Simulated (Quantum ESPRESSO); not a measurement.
# Moving one atom in SiMgGa2P4

Calculated results; nothing here was measured. They come from pw.x of Quantum ESPRESSO 7.5, a plane-wave density functional program, with PseudoDojo standard norm-conserving files (v0.5 for PBE, v0.4.1 for LDA and PBEsol). The cells are made up: elements, strain and atom displacements were drawn at random, and nothing was relaxed. There is no spin polarisation, spin-orbit coupling or dispersion term.

The cell has 8 sites of a zincblende or diamond lattice. Sites 1 to 4 hold Si Mg Ga Ga; sites 5 to 8 hold P P P P. Cell vectors in Å: (5.488, 0.037, 0.008); (0.037, 5.569, -0.103); (0.008, -0.103, 5.520). Settings: PBE, cutoff 1143 eV, 4 x 4 x 4 k mesh shifted by half a step, Fermi-Dirac smearing of 0.025 eV.

Each run shifts the Ga atom on site 3 along x and leaves all else fixed. Site 5 is one of its nearest neighbours. E is the free energy of the cell above the lowest run shown.

```
run  shift (Å)  Fx on site 3 (eV/Å)  Fx on site 5 (eV/Å)  P (GPa)  E (meV)
  1    -0.1028               -0.150                0.670     0.46      0.0
  2    -0.0717               -0.446                0.732     0.52      9.3
  3    -0.0498               -0.655                0.774     0.57     21.3
  5     0.0423               -1.531                0.935     0.86    122.1
  6     0.0560               -1.661                0.956     0.92    144.0
  7     0.1020               -2.089                1.023     1.13    230.3
  4     0.0224                    ?                    ?        ?        ?
```

A rerun of one of these cells at 1437 eV and k mesh 6 x 6 x 6 moved values by no more than 0.008 eV in the cell's energy, 0.02 GPa in stress and 0.003 eV/Å in force.

## Worked fit

A parabola through the six runs shown gives Fx on site 3 = -1.130 - 9.48 u + 0.7 u² eV/Å, with u in Å and a scatter of 0.002 eV/Å. Minus the slope, 9.48 ± 0.05 eV/Å², is this atom's force constant along x at u = 0, with its periodic images moving too. The fitted force does not vanish within the range. The error is the larger of the fit's own and the change that a cubic makes, rounded up.

## Withheld run

Question: what Fx on site 3 should run 4 give?

The fit gives -1.342 eV/Å. The calculation gave -1.343 eV/Å.

```
run  shift (Å)  Fx on site 3 (eV/Å)  Fx on site 5 (eV/Å)  P (GPa)  E (meV)
  4     0.0224               -1.343                0.903     0.78     93.5
```